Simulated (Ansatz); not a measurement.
Input:

WSe₂:
```cif
data_Se4W2
_chemical_formula_sum 'W2 Se4'
_space_group_name_H-M_alt 'P 1'
_space_group_IT_number 1
_cell_length_a 3.30261
_cell_length_b 3.30261
_cell_length_c 13.22578
_cell_angle_alpha 90.000
_cell_angle_beta 90.000
_cell_angle_gamma 120.000
loop_
_space_group_symop_operation_xyz
  'x, y, z'
loop_
_atom_site_label
_atom_site_type_symbol
_atom_site_fract_x
_atom_site_fract_y
_atom_site_fract_z
_atom_site_occupancy
W1 W 0.66667 0.33333 0.75000 1
W2 W 0.33333 0.66667 0.25000 1
Se1 Se 0.33333 0.66667 0.87579 1
Se2 Se 0.66667 0.33333 0.12421 1
Se3 Se 0.66667 0.33333 0.37579 1
Se4 Se 0.33333 0.66667 0.62421 1
```

This is the r²SCAN+D4-relaxed structure.

Q: All from r²SCAN+D4 (plane waves, PAW; program Ansatz), unless another level is named. Estimate the hole effective mass with spin–orbit coupling.

A: 0.76, 0.76, 0.92 mₑ (principal values).

Q: Predict the gap with spin–orbit coupling.

A: 1.09 eV.

Q: Predict the hole effective mass.

A: 0.80, 0.80, 0.95 mₑ (principal values).

Q: What about the band gap?

A: 1.17 eV (indirect).

Q: Give the valence-band maximum.

A: at Γ.

Q: Give the conduction-band minimum.

A: on the K–Γ line, 46 % of the way from K (6 equivalent valleys).

Space group P6_3/mmc. The cell was relaxed with r²SCAN+D4 under the symmetry of its start; phonons on a q-mesh show no instability. No spin polarisation was allowed. Scalar-relativistic: spin–orbit coupling is off unless named, which matters more the heavier the elements.

Potentials: the later of the program's two PAW sets.
